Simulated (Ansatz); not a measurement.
**WS₂ (P-3m1), stationary points along a deformation path**

Computed with DFT r2SCAN, scalar-relativistic, plane waves, PAW in Ansatz 0.2.0. Cutoff 500 eV, Γ-centred 12×12×2 k-points, Gaussian smearing of 0.05 eV. Spin–orbit coupling is left out, which matters for the heavy elements here. No spin polarisation. Energies are free energies at this smearing, counted from the undisturbed cell; pressure is positive in compression.

Reference structure (relaxed at this level; this form isn't the usual structure):

```yaml
crystal:
  lattice:
    - [3.18141, 0.00000, 0.00000]
    - [-1.59071, 2.75518, 0.00000]
    - [0.00000, 0.00000, 23.68815]
  atoms:
    - { symbol: W, position: [0.33333, 0.66667, 0.63794] }
    - { symbol: W, position: [0.66667, 0.33333, 0.36206] }
    - { symbol: S, position: [0.33333, 0.66667, 0.29624] }
    - { symbol: S, position: [0.66667, 0.33333, 0.57210] }
    - { symbol: S, position: [0.33333, 0.66667, 0.42790] }
    - { symbol: S, position: [0.66667, 0.33333, 0.70376] }
```

The cell holds layers and no dispersion correction was added, so their binding is poorly described.

At fixed volume and fractional coordinates, lengths along (0.000, 0.000, 1.000) are scaled against those across it; ρ is that ratio over its starting value. V = 34.606 Å³/atom. Δσ is the stress along the axis less the mean stress across it (compression positive).

| ρ | ΔE (meV/atom) | Δσ (GPa) | space group |
| --- | --- | --- | --- |
| 0.800 | 326.2 | 18.50 | P-3m1 |
| 0.850 | 179.3 | 14.63 | P-3m1 |
| 0.920 | 48.8 | 8.04 | P-3m1 |
| 0.960 | 11.8 | 4.00 | P-3m1 |
| 1.000 | 0.0 | 0.00 | P-3m1 |
| 1.050 | 17.3 | -4.97 | P-3m1 |
| 1.100 | 67.1 | -9.94 | P-3m1 |
| 1.200 | 252.8 | -19.83 | P-3m1 |
| 1.300 | 536.5 | -29.44 | P-3m1 |

How does the stress give the slope of the energy, and where is the energy stationary?

Along the path d ln(length) is 2/3 d ln ρ on the axis and −1/3 d ln ρ across it, so dE/d ln ρ = −(2/3) V Δσ: the energy falls with ρ where Δσ is positive. Δσ vanishes or changes sign at ρ = 1.000 (P-3m1), a minimum at 0.0 meV/atom. Pairs of stationary points between two samples would go unseen, and could change a minimum read from distant neighbours into a maximum.

Integrate that slope from ρ = 1 to 1.200 by the trapezoid rule.

With V/N in Å³ and 1 eV/Å³ = 160.2 GPa the slopes at ρ = 1.000, 1.050, 1.100, 1.200 are 0, 716, 1431, 2855 meV/atom per unit of ln ρ. The steps add 17.5 + 49.9 + 186.5 = 253.9 meV/atom, against 252.8 from the energies; the trapezoid rule misses the curvature of the slope within each step.

Forces appear on the atoms along this scan, and letting them relax would lower the energy and soften the response. The gap closes along the scan, which can put kinks into the curve.

Cost: 9 runs of about 4.4 core-minutes in all, on Intel Xeon Processor @ 2.70GHz (shared hosts).